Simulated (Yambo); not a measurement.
Yambo run on CaHI (space group P4/nmm, No. 129). The wavefunctions come from this Quantum ESPRESSO step (LDA, PseudoDojo standard norm-conserving files, scalar-relativistic):

```
&CONTROL
  calculation = 'nscf'
  pseudo_dir = './pseudo'
  outdir = './out'
/
&SYSTEM
  ibrav = 0
  nat = 6
  ntyp = 3
  ecutwfc = 74.0
  ecutrho = 296.0
  occupations = 'fixed'
  force_symmorphic = .true.
  nbnd = 271
/
&ELECTRONS
  conv_thr = 6.000000000000001e-09
  diago_full_acc = .true.
  diago_thr_init = 1e-08
/
ATOMIC_SPECIES
H 1.0080 H.upf
Ca 40.0780 Ca.upf
I 126.9045 I.upf
CELL_PARAMETERS angstrom
  4.023340000000   0.000000000000   0.000000000000
  0.000000000000   4.023340000000   0.000000000000
  0.000000000000   0.000000000000   9.343130000000
ATOMIC_POSITIONS crystal
H   0.500000000000   0.500000000000   0.000000000000
H   0.000000000000   0.000000000000   0.000000000000
Ca   0.000000000000   0.500000000000   0.130190000000
Ca   0.500000000000   0.000000000000   0.869810000000
I   0.000000000000   0.500000000000   0.699790000000
I   0.500000000000   0.000000000000   0.300210000000
K_POINTS automatic
4 4 1 0 0 0
```

Yambo input:

```
rim_cut
gw0
dyson
el_el_corr
HF_and_locXC
ppa
em1d
RandQpts= 1000000
RandGvec= 1 Ry
EXXRLvcs= 74 Ry
VXCRLvcs= 296 Ry
Chimod= "HARTREE"
% BndsRnXp
 1 | 270 |
%
NGsBlkXp= 8 Ry
% LongDrXp
 1.0 | 1.0 | 1.0 |
%
PPAPntXp= 27.2114 eV
% GbndRnge
 1 | 270 |
%
GTermKind= "BG"
DysSolver= "n"
ExtendOut
% QPkrange
 1 | 1 | 18 | 19 |
 3 | 3 | 18 | 19 |
 6 | 6 | 18 | 19 |
%
```

k points by index: 1 = Γ, 3 = X, 6 = M.

Table of the .qp output:

```
#    K-point    Band    Eo [eV]    E [eV]    E-Eo [eV]    Vxc [eV]    Vnlxc [eV]    Sc|Eo [eV]    Sc|E [eV]    dSc/dw|Eo [eV]    Re(Z)    Im(Z)
#
    1    18    -0.098731    -1.235843    -1.137112    -11.42436    -14.16352    1.324920    1.602053    -6.631221    0.804054    -0.001441
    1    19    3.754466    4.961633    1.207167    -11.63496    -5.978699    -4.175206    -4.449098    -6.173174    0.815087    -0.001376
    3    18    0.000000    -1.085521    -1.085521    -11.48059    -14.08114    1.251611    1.515030    -6.602632    0.804734    -0.001427
    3    19    4.049439    5.250862    1.201423    -11.13909    -5.437215    -4.226358    -4.500452    -6.207181    0.814257    -0.001423
    6    18    -0.950381    -2.055651    -1.105271    -10.75591    -13.60405    1.464804    1.742875    -6.845048    0.799004    -0.001881
    6    19    3.509573    4.311753    0.802180    -9.393156    -4.690627    -3.727784    -3.900349    -5.852700    0.822987    -0.001360
```
(The two width columns are left out.) Convergence of these settings isn't established.

Spin-orbit coupling is not included.

Geometry of the Materials Project entry, not relaxed at this level.

The distance between layers or molecules is the database entry's, not relaxed here. Functionals without dispersion can leave it too large, which widens gaps and weakens the response across layers: the numbers belong to this cell.
